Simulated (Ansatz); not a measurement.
5 guesses for Mg3TeSe2 and where they end

These are results of DFT PBE, scalar-relativistic, plane waves, PAW (Ansatz), not measurements. Settings: cutoff 420 eV, Γ-centred meshes spaced at most about 0.3 Å⁻¹, and about 0.25 Å⁻¹ or finer for metals (2π included), Gaussian smearing. No spin polarisation in the final relaxations.

Each guess was relaxed in cell and atoms at zero pressure, within the symmetry of its start. All energies are static (0 K, no zero-point motion). Coordination counts Se or Te atoms around Mg (for each partner element, those within 1.25 times its shortest distance or 1.15 times the sum of covalent radii, where it is the nearest in units of that sum or under 1.3; a slash parts the counts of unlike sites).

```
guess      made from  start group  V start (Å³/atom)  end group  V end (Å³/atom)  coordination at the end  gap on mesh (eV)  E over the lowest end (meV/atom)
    1  Zr2CuSb3 type        P-4m2               23.2      P-4m2             29.6                   Mg 4/5              0.30                               179
    2  GdAl3Pd2 type       P6/mmm               24.0     P6/mmm             24.8                     Mg 4                 0                               411
    3    random cell       P6/mmm               25.9          ?                ?                        ?                 ?                                 ?
    4  Ce2Al3Fe type         R-3m               23.3       R-3m             31.4                     Mg 4              1.21                               314
    5  InSn2Te3 type        P-3m1               24.2      P-3m1             22.8                     Mg 6              0.50                                 0
```

Guess 3 as it starts:

```cif
data_structure
_symmetry_space_group_name_H-M 'P6/mmm'
_symmetry_Int_Tables_number 191
_cell_length_a 4.6154
_cell_length_b 4.6154
_cell_length_c 8.4079
_cell_angle_alpha 90.000
_cell_angle_beta 90.000
_cell_angle_gamma 120.000
_cell_volume 155.11
loop_
_atom_site_label
_atom_site_type_symbol
_atom_site_symmetry_multiplicity
_atom_site_Wyckoff_symbol
_atom_site_fract_x
_atom_site_fract_y
_atom_site_fract_z
_atom_site_occupancy
Mg1 Mg 3 f 0.50000 0.00000 0.00000 1
Te1 Te 1 a 0.00000 0.00000 0.00000 1
Se1 Se 2 e 0.00000 0.00000 0.21904 1
```

**Question.** Fill in the missing row: what does this guess relax into, and where does it rank?

**Answer.** It ends in space group P6/mmm (No. 191), with a = 6.104 Å, c = 7.878 Å, 42.4 Å³/atom and no gap. It lies 1.32 eV/atom over the lowest end, above guess 2 and so the highest of the set. Counting Se or Te atoms around Mg, this end has Mg 2 and the lowest (guess 5) has Mg 6. This end holds Se–Se pairs (shortest 2.45 Å); in the lowest (guess 5) the shortest Se–Se distance is 3.89 Å.

```cif
data_structure
_symmetry_space_group_name_H-M 'P 1'
_symmetry_Int_Tables_number 1
_cell_length_a 6.1039
_cell_length_b 6.1039
_cell_length_c 7.8782
_cell_angle_alpha 90.000
_cell_angle_beta 90.000
_cell_angle_gamma 120.000
_cell_volume 254.19
loop_
_atom_site_label
_atom_site_type_symbol
_atom_site_fract_x
_atom_site_fract_y
_atom_site_fract_z
_atom_site_occupancy
Mg1 Mg 0.50000 0.00000 0.00000 1
Mg2 Mg 0.00000 0.50000 0.00000 1
Mg3 Mg 0.50000 0.50000 0.00000 1
Te1 Te 0.00000 0.00000 0.00000 1
Se1 Se 0.00000 0.00000 0.34427 1
Se2 Se 0.00000 0.00000 0.65573 1
```

Formation energies are uncorrected and refer to the elements' standard structures at the same level.

**Question.** Is the lowest end bound against the elements?

**Answer.** Yes: its formation energy is −1.074 eV/atom. A negative formation energy is needed for stability but isn't enough: competing phases decide.

Weakly bound directions are ill-defined at this level, which has no dispersion term (P-4m2), and this can change margins and order among such cells. Spin–orbit coupling, which can matter for Te, is left out. Kohn–Sham gaps at this level usually fall short of measured ones. The missing spin–orbit coupling can work the other way here. The reference forms of Se and Te are held partly by dispersion forces, which this level lacks. Cells relaxed within their symmetry can be saddle points. A lower structure may well exist outside this small set. Some candidate types were left out of the draw beforehand, so a known form may be missing.
